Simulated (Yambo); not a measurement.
A G0W0@PBEsol run in Yambo for TiO₂ (space group P2_1/c, No. 14) (4×2×2 Γ-centred k mesh, bands 5 to 242 and a 8 Ry block in the screening, 242 bands in G with the Bruneval-Gonze terminator, plasmon pole fitted at 27.2 eV) gives these matrix elements, in eV, at the band edges (Γ → (-0.5, 0, 0)):

```tsv
state	E0	<Vxc>	<Σx>	<Σc(E0)>	Z
valence edge	0.000	-19.998	-24.800	4.602	0.764
conduction edge	2.285	-19.688	-12.052	-6.080	0.777
```

Solve the linearised quasiparticle equation for both states, give the gap, and say how exchange and correlation each act on it.

E = E0 + Z(Σx + Σc − Vxc). Valence: 0.000 + 0.764 × (-24.800 + (4.602) − (-19.998)) = -0.15 eV. Conduction: 2.285 + 0.777 × (-12.052 + (-6.080) − (-19.688)) = 3.49 eV. The gap is 3.65 eV, against 2.28 eV in PBEsol. Replacing Vxc by bare exchange alone would open it by 12.44 eV; correlation takes back 10.68 eV of that, and Z scales what is left. Nearest settings tried, and what they do to the gap: 164 bands in W, 164 bands in G: -1 meV; 3 Ry block (77 vectors against 301): +356 meV. Not varied: mesh. So the settings aren't converged at that level. 

Geometry of the Materials Project entry, not relaxed at this level; primitive cell a = 4.8127 Å, b = 4.8719 Å, c = 5.0410 Å, α = γ = 90.00°, β = 99.86°.

This is not the ordinary phase of the substance.
